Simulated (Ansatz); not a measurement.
ZnSnN$_{2}$:
Space group R-3m, hexagonal axes (No. 166); a = 3.168 Å, b = 3.168 Å, c = 15.451 Å, α = 90.00°, β = 90.00°, γ = 120.00°

| atom | site | symmetry | x | y | z |
|---|---|---|---|---|---|
| Zn | 3a | -3m | 0.0000 | 0.0000 | 0.0000 |
| Sn | 3b | -3m | 0.0000 | 0.0000 | 0.5000 |
| N | 6c | 3m | 0.0000 | 0.0000 | 0.2464 |
(The calculation used a cell of 4 atoms; values per cell refer to that cell.)

Relaxed with r²SCAN. Plane-wave PAW r²SCAN (Ansatz code) gives a gap of 1.19 eV.

Q: What gap does HSE06 give on the same cell (Ansatz, PAW)?

A: 1.89 eV, 0.70 eV more. The hybrid was solved on a coarser mesh and at special points; its gap is the smallest among all of these.

```tsv
k	v1 r²SCAN	c1 r²SCAN	v1 HSE06	c1 HSE06
Γ	-0.19	1.19	-0.19	1.89
T	-0.61	3.67	-0.54	4.41
L	-1.35	3.65	?	?
F	-0.04	1.29	?	?
S0	-1.37	4.37	?	?
H0	-1.47	4.54	?	?
```

Q: Top valence (v1) and lowest conduction level (c1) in eV from each method's valence maximum (which need not be a listed point): supply the withheld HSE06 values.

A: 
- L, v1 HSE06: -1.35
- L, c1 HSE06: 4.41
- H0, v1 HSE06: -1.55
- H0, c1 HSE06: 5.35
- F, v1 HSE06: -0.06
- F, c1 HSE06: 2.02
- S0, v1 HSE06: -1.45
- S0, c1 HSE06: 5.17

Cost on shared cores: the r²SCAN run (SCF on a 10×10×10 mesh, then bands and DOS) roughly 90 core-seconds, the HSE06 run (SCF on 8×8×8, then a few points) roughly 9 core-minutes; the tasks are unlike.

The start of the workflow was typed in or built on a structure type; neither database checked (COD, Materials Project) lists it. Whether it is the stable phase at ambient conditions was not checked. The cell was relaxed with r²SCAN under the symmetry of its start; whether a distortion lowers the energy is not shown. Its formation energy is positive at this level, so the cell may be metastable or incomplete. Scalar-relativistic: spin–orbit coupling is off unless named, which matters more the heavier the elements.

Potentials: the earlier of the program's two PAW sets.
